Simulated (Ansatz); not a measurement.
Y (bcc (W type), space group No. 229) is relaxed with r²SCAN in the plane-wave PAW code Ansatz. What lattice parameters of the conventional cell result?

a = 4.066 Å.

Space group Im-3m (bcc (W type)). The start of the workflow was typed in or built on a structure type; neither database checked (COD, Materials Project) lists it. It is not the phase usual at ambient conditions (space group No. 194). The cell was relaxed with r²SCAN under the symmetry of its start; whether a distortion lowers the energy is not shown. The run is not spin-polarised.

Potentials: the earlier of the program's two PAW sets.
